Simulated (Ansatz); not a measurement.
ScOF:
Space group P2₁ (No. 4); a = 5.038 Å, b = 5.075 Å, c = 5.218 Å, α = γ = 90.00°, β = 93.42°

```
atom  site  symmetry       x       y       z
----  ----  --------  ------  ------  ------
Sc      2a         1  0.2579  0.2233  0.0169
Sc      2a         1  0.2806  0.7470  0.4483
F       2a         1  0.0645  0.3773  0.3723
O       2a         1  0.0725  0.8897  0.1415
F       2a         1  0.4402  0.4940  0.7425
O       2a         1  0.5315  0.4948  0.2510
```

Relaxed with r²SCAN.

**Question.** Which orbitals make up the states near the band edges in the program Ansatz at the r²SCAN level (PAW)?

**Answer.** Top 1 eV of the valence band: O 2p 81 %, F 2p 9 %, Sc 3d 8 %. Bottom 1 eV of the conduction band: Sc 3d 92 %. Projections are on Löwdin-orthogonalised atomic valence shells; empty p or d shells of many metals are not among them.

**Question.** Tabulate the density of states.

**Answer.** States/eV per cell of 12 atoms, in 0.25 eV bins, energy from the valence-band maximum.

```tsv
E (eV)	total	Sc 3d	F 2p	O 2p
-5.95	0.00	0.00	0.00	0.00
-5.70	2.81	0.29	2.11	0.29
-5.45	13.24	1.23	10.50	1.05
-5.20	19.01	1.72	15.82	1.02
-4.95	12.78	0.82	11.17	0.45
-4.70	1.35	0.10	1.11	0.09
-4.45	16.04	1.16	13.47	0.95
-4.20	5.31	0.39	4.52	0.28
-3.95	7.03	0.47	6.06	0.37
-3.70	9.68	0.55	8.16	0.75
-3.45	8.75	0.40	7.52	0.67
-3.20	0.00	0.00	0.00	0.00
-2.95	0.00	0.00	0.00	0.00
-2.70	0.00	0.00	0.00	0.00
-2.45	0.00	0.00	0.00	0.00
-2.20	0.00	0.00	0.00	0.00
-1.95	11.04	1.86	1.02	7.75
-1.70	14.18	2.16	1.18	10.32
-1.45	17.86	2.26	1.71	13.31
-1.20	16.27	1.75	1.66	12.40
-0.95	15.21	1.33	1.62	11.89
-0.70	5.84	0.47	0.71	4.55
-0.45	7.07	0.58	0.49	5.86
-0.20	7.65	0.50	0.46	6.58
0.05	0.86	0.04	0.05	0.76
0.30	0.00	0.00	0.00	0.00
0.55	0.00	0.00	0.00	0.00
0.80	0.00	0.00	0.00	0.00
1.05	0.00	0.00	0.00	0.00
1.30	0.00	0.00	0.00	0.00
1.55	0.00	0.00	0.00	0.00
1.80	0.00	0.00	0.00	0.00
2.05	0.00	0.00	0.00	0.00
2.30	0.00	0.00	0.00	0.00
2.55	0.00	0.00	0.00	0.00
2.80	0.00	0.00	0.00	0.00
3.05	0.00	0.00	0.00	0.00
3.30	0.00	0.00	0.00	0.00
3.55	0.00	0.00	0.00	0.00
3.80	0.00	0.00	0.00	0.00
4.05	0.00	0.00	0.00	0.00
4.30	0.00	0.00	0.00	0.00
4.55	0.00	0.00	0.00	0.00
4.80	0.02	0.02	0.00	0.00
5.05	8.51	7.89	0.23	0.21
5.30	9.88	9.10	0.26	0.31
5.55	14.55	13.54	0.31	0.36
5.80	16.04	14.71	0.36	0.48
6.05	15.06	13.54	0.36	0.50
6.30	12.81	11.01	0.30	0.78
6.55	12.76	10.76	0.26	0.92
6.80	7.55	6.18	0.23	0.63
7.05	11.36	9.15	0.37	1.09
7.30	13.06	10.39	0.48	1.19
7.55	6.41	5.05	0.25	0.66
7.80	6.69	4.85	0.22	0.94
8.05	9.52	6.91	0.35	1.42
8.30	8.69	6.20	0.35	1.38
8.55	7.09	4.96	0.33	1.24
8.80	1.03	0.57	0.04	0.18
9.05	0.70	0.19	0.02	0.08
9.30	0.70	0.12	0.02	0.07
9.55	0.82	0.10	0.02	0.07
9.80	0.93	0.09	0.03	0.07
```

Space group P2_1. The start of the workflow was typed in or built on a structure type; neither database checked (COD, Materials Project) lists it. Its standing as an ambient phase is unchecked. The r²SCAN relaxation kept the symmetry of its start; whether a distortion lowers the energy is not shown. The run is not spin-polarised.

Potentials: the later of the program's two PAW sets.
